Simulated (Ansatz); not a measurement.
WB2 (space group P6_3/mmc)

```
WB2
1.0
    2.98262     0.00000     0.00000
   -1.49131     2.58303     0.00000
    0.00000     0.00000    13.85588
B W
8 4
Direct
  0.33333   0.66667   0.52326
  0.66667   0.33333   0.47674
  0.66667   0.33333   0.02326
  0.33333   0.66667   0.97674
  0.00000   0.00000   0.25000
  0.00000   0.00000   0.75000
  0.66667   0.33333   0.25000
  0.33333   0.66667   0.75000
  0.33333   0.66667   0.13552
  0.66667   0.33333   0.86448
  0.66667   0.33333   0.63552
  0.33333   0.66667   0.36448
```

The numbers are results of LDA (plane waves to 420 eV, PAW, scalar-relativistic; Ansatz, a first-principles code), not measurements. DFPT wavenumbers on a 14×14×4 k mesh, in cm⁻¹ and rounded to 5; i marks imaginary ones, q is in fractions of the reciprocal vectors of the cell shown, and the three acoustic modes at Γ are left out. Spin-orbit coupling is left out, though W is heavy. WB2 is run without spin polarisation. WB2 was relaxed with its symmetry unable to fall.

Problem. Is the structure dynamically stable at Γ?

Solution. No imaginary mode at these points (lowest 95 cm⁻¹ at Γ); other wave vectors were not tested.

Problem. List the wavenumbers at Γ, with degeneracies.

Solution. 
| q | wavenumbers (cm⁻¹) |
|---|---|
| Γ | 95 (×2), 100 (×2), 140 (×2), 140, 175, 210, 395 (×2), 395 (×2), 455 (×2), 460 (×2), 505, 535, 545, 560, 630 (×2), 640 (×2), 650, 685, 725, 725, 920 (×2), 930 (×2) |
